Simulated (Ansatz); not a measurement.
TiPd₂: eigenvalues along the path

```yaml
crystal:
  lattice:
    - [-1.63740, 1.63740, 4.38823]
    - [1.63740, -1.63740, 4.38823]
    - [1.63740, 1.63740, -4.38823]
  atoms:
    - { symbol: Ti, position: [0.00000, 0.00000, 0.00000] }
    - { symbol: Pd, position: [0.65687, 0.65687, 0.00000] }
    - { symbol: Pd, position: [0.34314, 0.34314, 0.00000] }
```

Atoms are numbered in the order listed.

Structure from Materials Project entry mp-1018121 (possibly hypothetical), not relaxed further.

Spin polarisation is left out, and whether a magnetic state lies lower isn't shown here.

Computed with Ansatz 0.2.0, DFT, PBEsol, all-electron LAPW, scalar-relativistic.

Settings: a Γ-centred 17×17×17 k mesh, Fermi–Dirac smearing of 0.03 eV, basis error target 1 meV/atom, no spin polarisation.

Path points, in fractions of the reciprocal vectors: Γ (0.000, 0.000, 0.000), X (0.000, 0.000, 0.500), P (0.250, 0.250, 0.250), N (0.000, 0.500, 0.000), M (0.500, 0.500, -0.500), S (0.285, 0.715, -0.285), S0 (-0.285, 0.285, 0.285). Levels in eV from the Fermi level; bands 23 to 39, counted from the lowest band of the run. The gap is zero.

```
# k(1/Å) point b23 b24 b25 b26 b27 b28 b29 b30 b31 b32 b33 b34 b35 b36 b37 b38 b39
0.000 Γ -7.05 -4.19 -4.00 -3.72 -3.42 -3.10 -2.59 -2.59 -2.32 -2.32 -1.44 -0.49 0.91 0.92 0.92 2.11 4.81
0.170 - -6.91 -4.16 -3.95 -3.72 -3.44 -3.11 -2.61 -2.60 -2.47 -2.27 -1.57 -0.41 0.91 0.93 1.03 2.14 4.95
0.339 - -6.54 -4.06 -3.80 -3.70 -3.57 -3.08 -2.73 -2.73 -2.65 -2.13 -1.70 -0.27 0.89 0.98 1.25 2.16 5.37
0.509 - -5.97 -3.89 -3.83 -3.67 -3.59 -3.05 -2.99 -2.89 -2.70 -1.95 -1.58 -0.16 0.82 1.09 1.38 2.05 5.97
0.678 - -5.39 -4.11 -3.69 -3.59 -3.51 -3.20 -2.90 -2.81 -2.71 -1.78 -1.33 -0.11 0.67 1.27 1.40 1.82 6.50
0.848 - -5.02 -4.27 -3.73 -3.53 -3.49 -2.96 -2.87 -2.59 -2.33 -1.64 -1.13 -0.15 0.39 1.38 1.54 1.62 6.47
1.018 - -4.94 -4.31 -3.87 -3.48 -3.39 -2.93 -2.72 -2.27 -1.56 -1.55 -1.08 -0.18 -0.03 1.43 1.55 1.86 6.24
1.187 - -4.96 -4.26 -3.92 -3.48 -3.31 -3.08 -2.58 -1.79 -1.51 -1.14 -1.02 -0.54 0.13 1.53 1.56 2.16 5.71
1.357 X -4.98 -4.21 -3.93 -3.48 -3.29 -3.17 -2.53 -1.49 -1.41 -1.18 -0.95 -0.93 0.45 1.55 1.58 2.29 5.46
1.401 - -4.97 -4.21 -3.95 -3.52 -3.25 -3.16 -2.53 -1.49 -1.41 -1.18 -0.94 -0.93 0.41 1.55 1.64 2.29 5.37
1.446 - -4.95 -4.20 -4.00 -3.59 -3.17 -3.13 -2.53 -1.49 -1.41 -1.19 -0.93 -0.93 0.29 1.56 1.79 2.29 5.15
1.491 - -4.92 -4.18 -4.07 -3.67 -3.09 -3.08 -2.55 -1.49 -1.41 -1.20 -0.92 -0.90 0.15 1.57 1.99 2.29 4.87
1.536 - -4.87 -4.16 -4.16 -3.75 -3.05 -3.00 -2.56 -1.49 -1.41 -1.22 -0.91 -0.86 -0.01 1.58 2.23 2.29 4.57
1.580 - -4.81 -4.26 -4.13 -3.82 -3.01 -2.91 -2.59 -1.49 -1.41 -1.23 -0.91 -0.81 -0.17 1.59 2.29 2.49 4.27
1.625 - -4.73 -4.36 -4.10 -3.89 -2.98 -2.84 -2.62 -1.49 -1.41 -1.24 -0.90 -0.75 -0.32 1.60 2.29 2.77 3.96
1.670 - -4.65 -4.46 -4.05 -3.95 -2.96 -2.77 -2.66 -1.49 -1.41 -1.25 -0.90 -0.66 -0.45 1.60 2.29 3.05 3.65
1.715 P -4.56 -4.56 -4.01 -4.01 -2.96 -2.71 -2.71 -1.49 -1.41 -1.25 -0.90 -0.56 -0.56 1.60 2.29 3.35 3.35
1.835 - -4.55 -4.53 -4.02 -4.00 -2.99 -2.72 -2.67 -1.59 -1.57 -1.28 -0.92 -0.48 -0.47 1.60 2.19 3.31 3.34
1.954 - -4.50 -4.46 -4.08 -3.99 -3.08 -2.76 -2.65 -1.94 -1.76 -1.29 -0.89 -0.38 -0.33 1.59 1.97 3.20 3.28
2.074 - -4.42 -4.37 -4.15 -3.98 -3.23 -2.78 -2.70 -2.35 -1.81 -1.31 -0.79 -0.37 -0.21 1.52 1.74 3.03 3.17
2.194 - -4.45 -4.34 -4.09 -3.98 -3.45 -2.87 -2.74 -2.62 -1.78 -1.31 -0.62 -0.45 -0.07 1.33 1.63 2.79 3.03
2.314 - -4.64 -4.31 -4.00 -3.94 -3.62 -3.13 -2.71 -2.62 -1.79 -1.31 -0.60 -0.41 0.17 1.10 1.56 2.53 2.90
2.434 - -4.81 -4.37 -4.01 -3.82 -3.67 -3.30 -2.65 -2.56 -1.86 -1.29 -0.76 -0.19 0.53 0.91 1.50 2.25 2.80
2.554 - -4.93 -4.48 -3.99 -3.81 -3.66 -3.31 -2.57 -2.53 -1.96 -1.25 -0.91 -0.02 0.77 0.99 1.45 2.01 2.67
2.674 N -4.98 -4.52 -3.98 -3.82 -3.65 -3.29 -2.53 -2.53 -2.01 -1.21 -0.98 0.05 0.73 1.32 1.43 1.84 2.35
2.802 - -4.93 -4.61 -3.98 -3.94 -3.53 -3.27 -2.58 -2.51 -2.04 -1.27 -1.24 0.12 0.83 1.03 1.88 1.89 2.32
2.930 - -4.93 -4.79 -4.14 -3.80 -3.46 -3.24 -2.67 -2.47 -2.10 -1.72 -1.42 0.12 0.77 1.01 1.99 2.24 2.58
3.058 - -5.41 -4.58 -4.22 -3.60 -3.51 -3.19 -2.67 -2.40 -2.21 -2.17 -1.61 0.05 0.64 1.03 2.01 2.18 3.26
3.186 - -5.93 -4.34 -4.21 -3.64 -3.35 -3.12 -2.71 -2.60 -2.33 -2.23 -1.75 -0.07 0.62 1.00 1.84 2.22 3.77
3.314 - -6.39 -4.27 -4.00 -3.78 -3.17 -3.04 -2.98 -2.63 -2.31 -2.27 -1.78 -0.21 0.68 0.97 1.57 2.22 4.15
3.442 - -6.75 -4.23 -3.93 -3.76 -3.30 -3.12 -2.77 -2.63 -2.33 -2.30 -1.67 -0.35 0.79 0.94 1.28 2.17 4.42
3.570 - -6.97 -4.20 -3.99 -3.70 -3.41 -3.10 -2.63 -2.61 -2.33 -2.32 -1.51 -0.45 0.88 0.92 1.02 2.13 4.65
3.698 Γ -7.05 -4.19 -4.00 -3.72 -3.42 -3.10 -2.59 -2.59 -2.32 -2.32 -1.44 -0.49 0.91 0.92 0.92 2.11 4.81
3.787 - -7.01 -4.27 -4.06 -3.62 -3.39 -3.09 -2.67 -2.67 -2.25 -2.25 -1.46 -0.51 0.90 0.94 0.94 2.11 4.27
3.877 - -6.90 -4.42 -4.21 -3.43 -3.36 -3.06 -2.80 -2.80 -2.12 -2.12 -1.51 -0.57 0.87 1.01 1.01 2.14 3.66
3.966 - -6.71 -4.57 -4.39 -3.39 -3.22 -3.01 -2.94 -2.94 -2.01 -2.01 -1.60 -0.64 0.81 1.13 1.13 2.17 3.14
4.056 - -6.46 -4.71 -4.56 -3.52 -3.05 -3.05 -3.01 -2.94 -1.91 -1.91 -1.71 -0.70 0.74 1.28 1.28 2.21 2.71
4.145 - -6.15 -4.81 -4.71 -3.75 -3.15 -3.15 -2.85 -2.82 -1.84 -1.84 -1.83 -0.73 0.66 1.46 1.46 2.25 2.38
4.235 - -5.79 -4.89 -4.83 -4.08 -3.22 -3.22 -2.77 -2.67 -1.94 -1.80 -1.80 -0.72 0.60 1.62 1.62 2.14 2.28
4.324 - -5.41 -4.94 -4.92 -4.45 -3.26 -3.26 -2.69 -2.57 -2.04 -1.77 -1.77 -0.71 0.55 1.74 1.74 1.99 2.30
4.414 M -5.11 -5.01 -4.96 -4.68 -3.27 -3.27 -2.66 -2.53 -2.08 -1.77 -1.77 -0.70 0.53 1.79 1.79 1.94 2.31
4.517 - -5.08 -5.00 -4.93 -4.68 -3.31 -3.23 -2.73 -2.55 -2.04 -1.73 -1.70 -0.71 0.56 1.76 1.79 1.93 2.24
4.620 - -5.01 -4.95 -4.84 -4.68 -3.41 -3.11 -2.89 -2.57 -1.95 -1.63 -1.55 -0.76 0.62 1.69 1.80 1.89 2.07
4.723 - -4.92 -4.91 -4.71 -4.64 -3.54 -3.08 -2.90 -2.54 -1.84 -1.53 -1.39 -0.84 0.72 1.60 1.82 1.83 1.87
4.827 - -4.91 -4.82 -4.58 -4.50 -3.66 -3.26 -2.59 -2.43 -1.77 -1.45 -1.25 -0.93 0.81 1.51 1.69 1.72 1.88
4.930 - -4.93 -4.74 -4.45 -4.30 -3.76 -3.42 -2.20 -2.19 -1.76 -1.42 -1.16 -1.04 0.85 1.44 1.57 1.58 1.95
5.033 - -4.96 -4.69 -4.30 -4.10 -3.84 -3.54 -1.93 -1.82 -1.71 -1.40 -1.14 -1.13 0.78 1.40 1.41 1.54 2.04
5.136 - -4.98 -4.65 -4.18 -3.90 -3.87 -3.62 -1.92 -1.83 -1.31 -1.19 -1.15 -1.13 0.48 1.21 1.44 1.59 2.14
5.240 S -4.97 -4.61 -4.12 -3.87 -3.70 -3.65 -2.07 -1.93 -1.47 -1.21 -0.78 -0.70 0.07 1.09 1.56 1.70 2.24
5.335 - -4.96 -4.60 -4.09 -3.89 -3.64 -3.60 -2.15 -2.02 -1.66 -1.23 -0.89 -0.25 0.05 1.05 1.61 1.75 2.27
5.431 - -4.96 -4.57 -4.00 -3.94 -3.62 -3.48 -2.30 -2.21 -1.87 -1.22 -0.94 -0.01 0.34 1.03 1.62 1.79 2.31
5.526 - -4.97 -4.53 -3.97 -3.89 -3.63 -3.35 -2.46 -2.43 -1.98 -1.22 -0.97 0.04 0.66 1.12 1.56 1.83 2.34
5.622 - -4.98 -4.52 -3.98 -3.82 -3.65 -3.29 -2.53 -2.53 -2.01 -1.21 -0.98 0.05 0.73 1.32 1.43 1.84 2.35
5.717 - -4.97 -4.53 -3.97 -3.89 -3.63 -3.35 -2.46 -2.43 -1.98 -1.22 -0.97 0.04 0.66 1.12 1.56 1.83 2.34
5.813 - -4.96 -4.57 -4.00 -3.94 -3.62 -3.48 -2.30 -2.21 -1.87 -1.22 -0.94 -0.01 0.34 1.03 1.62 1.79 2.31
5.908 - -4.96 -4.60 -4.09 -3.89 -3.64 -3.60 -2.15 -2.02 -1.66 -1.23 -0.89 -0.25 0.05 1.05 1.61 1.75 2.27
6.004 S0 -4.97 -4.61 -4.12 -3.87 -3.70 -3.65 -2.07 -1.93 -1.47 -1.21 -0.78 -0.70 0.07 1.09 1.56 1.70 2.24
6.140 - -4.91 -4.56 -4.23 -3.81 -3.62 -3.43 -2.26 -2.13 -1.76 -1.34 -1.09 -0.16 0.20 0.99 1.87 1.98 2.33
6.277 - -4.87 -4.52 -4.48 -3.69 -3.50 -3.17 -2.44 -2.38 -2.08 -1.69 -1.49 0.15 0.35 1.01 2.04 2.34 2.79
6.414 - -5.22 -4.52 -4.39 -3.52 -3.31 -2.97 -2.72 -2.57 -2.32 -2.16 -1.64 0.26 0.31 1.04 2.17 2.25 3.83
6.550 - -5.79 -4.31 -4.31 -3.34 -3.12 -3.08 -2.91 -2.63 -2.46 -2.44 -1.75 0.10 0.43 1.02 2.04 2.23 4.79
6.687 - -6.30 -4.23 -4.06 -3.50 -3.20 -3.09 -2.84 -2.60 -2.53 -2.46 -1.79 -0.09 0.58 0.98 1.73 2.23 5.21
6.823 - -6.71 -4.18 -3.85 -3.79 -3.31 -3.13 -2.67 -2.57 -2.49 -2.40 -1.70 -0.28 0.73 0.95 1.36 2.18 5.11
6.960 - -6.96 -4.18 -3.96 -3.73 -3.41 -3.11 -2.61 -2.59 -2.37 -2.34 -1.53 -0.43 0.86 0.92 1.05 2.13 4.90
7.097 Γ -7.05 -4.19 -4.00 -3.72 -3.42 -3.10 -2.59 -2.59 -2.32 -2.32 -1.44 -0.49 0.91 0.92 0.92 2.11 4.81
```
